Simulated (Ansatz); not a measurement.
Relaxed-ion elastic tensor of SnO$_{2}$ (rutile, P4_2/mnm) in GPa (Voigt order), PBEsol in the plane-wave PAW code Ansatz; density 6.85 g/cm³, 12.18 Å³ per atom.

```csv
,1,2,3,4,5,6
1,230,161,143,0.0,0.0,0.0
2,161,230,143,0.0,0.0,0.0
3,143,143,404,0.0,0.0,0.0
4,0.0,0.0,0.0,89.5,0.0,0.0
5,0.0,0.0,0.0,0.0,89.5,0.0
6,0.0,0.0,0.0,0.0,0.0,191
```

**Question.** Is the crystal mechanically stable?

**Answer.** Yes: the smallest eigenvalue of C is 68.5 GPa.

**Question.** Work out the Voigt, Reuss and Hill averages.

**Answer.** K_V = 196, K_R = 187, K_H = 191; G_V = 102, G_R = 74.8, G_H = 88.3 GPa.

**Question.** Give Young's modulus, Poisson's ratio, Pugh's ratio and the universal anisotropy index.

**Answer.** E = 9KG/(3K + G) = 230 GPa; ν = 0.30; K/G = 2.17 (ductile by the Pugh limit of 1.75); A_U = 5G_V/G_R + K_V/K_R − 6 = 1.85.

**Question.** Estimate the sound speeds and the Debye temperature.

**Answer.** v_l = √((K + 4G/3)/ρ) = 6720 m/s, v_t = √(G/ρ) = 3590 m/s, mean 4010 m/s; Θ = (h/k)(3n/4πV)^(1/3) v_m = 519 K.

**Question.** How much does each axis shrink under pressure?

**Answer.** Linear compressibilities β_i = Σ_j S_ij (j = 1 to 3): x 2.2, y 2.2, z 0.89 per TPa.

Symmetry was held in the PBEsol relaxation. Scalar-relativistic: spin–orbit coupling is off unless named, which matters more the heavier the elements.

Potentials: the later of the program's two PAW sets.
